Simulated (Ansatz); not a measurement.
A generator proposed this cell of Ge2F.

```yaml
crystal:
  lattice:
    - [0.00000, 1.98178, 6.23407]
    - [1.88296, 0.00000, 6.23407]
    - [1.88296, 1.98178, 0.00000]
  atoms:
    - { symbol: Ge, position: [0.34058, 0.34058, 0.65942] }
    - { symbol: Ge, position: [0.65942, 0.65942, 0.34058] }
    - { symbol: F, position: [0.00000, 0.00000, 0.00000] }
```

Level of theory: DFT PBE, scalar-relativistic, plane waves, PAW in Ansatz. Plane waves to 420 eV, a k mesh through Γ of 6×6×6 on the computed 3-atom cell and Gaussian smearing (0.10 eV); no spin polarisation.

Formation energies are uncorrected and refer to the elements' standard structures at the same level (F₂ as a molecule).

Question: Estimate its pressure, forces and energy as it stands.

Answer: The pressure is 2.0 GPa (the mean over three directions, positive in compression), the largest force is 0.94 eV/Å, and the energy is −0.44 eV/atom against the elements. The shortest distance is 2.73 Å.

Question: Is it a good guess?

Answer: A fair one: relaxing gains under 0.1 eV/atom (the start's value is from the coarse mesh, so the gain is rough) in 37 ionic steps and ends at −0.52 eV/atom on the finer mesh. The symmetry stays Fmmm (No. 69). The volume per atom grows by 5.1 %, from 15.5 to 16.3 Å³. The shortest distance goes from 2.73 Å (F–F and Ge–Ge) to 2.42 Å (Ge–F). Conventional cell: a = 2.877 Å, b = 5.157 Å, c = 13.181 Å. Around Ge lie 2 F at 2.42 Å; F is surrounded by 4 Ge at 2.42 Å.

The last run used an 18×18×18 mesh for its 3-atom cell and Gaussian smearing of 0.10 eV. No dispersion correction is applied, so the spacing and binding between layers, chains or molecules are poorly described. An odd number of electrons in the primitive cell allows no gap without spin; a larger cell or a magnetic state could open one. The relaxation can't lower the symmetry of the start, and the grade says only how near the guess is to its own end. A structure relaxed within its symmetry needn't be a true minimum. Another cell of Ge2F relaxed alike, in P4_2/nmc, lies 49 meV/atom lower, so this cell isn't the stable form at this level.
